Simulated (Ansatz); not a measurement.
Input and command of a plane-wave DFT calculation in Ansatz:

```yaml
crystal:
  lattice:
    - [0.0, 3.5639017014, 3.5639017014]
    - [3.5639017014, 0.0, 3.5639017014]
    - [3.5639017014, 3.5639017014, 0.0]
  atoms:
    - { symbol: Mg, position: [0.625, 0.625, 0.625] }
    - { symbol: Mg, position: [0.125, 0.625, 0.625] }
    - { symbol: Mg, position: [0.625, 0.625, 0.125] }
    - { symbol: Mg, position: [0.625, 0.125, 0.625] }
    - { symbol: C, position: [0.0, 0.0, 0.0], spin: 1.0 }
    - { symbol: C, position: [0.25, 0.25, 0.25], spin: 1.0 }
basis:
  ecutwfc: 420
kpoints:
  mp_grid: { grid: [4, 4, 4] }
hamiltonian:
  xc: pbe
scf:
  occupations: { method: gaussian, width: 0.1 }
  lower_state_search: "off"
output:
  forces: true
  stress: true
  eigenvalues: true
  populations: true
magnetization:
  spin_polarized: true
```

```bash
ansatz run input.yaml --threads 1 --pin off --max-ram 2560MiB --backend cpu --events-out ev --progress --plain --runs-dir out
```

Processor: Arm Neoverse V1, 1 thread, on a host shared with other jobs.

Estimate time, memory and problem size.

About 6.6 s on 1 thread of Arm Neoverse V1 (shared host), peak memory 0.33 GiB. It solves 31 bands at 8 k points (the mesh reduced by the symmetry that the task leaves, which can be less than the crystal's) with about 1807 plane waves, in 17 SCF iterations.
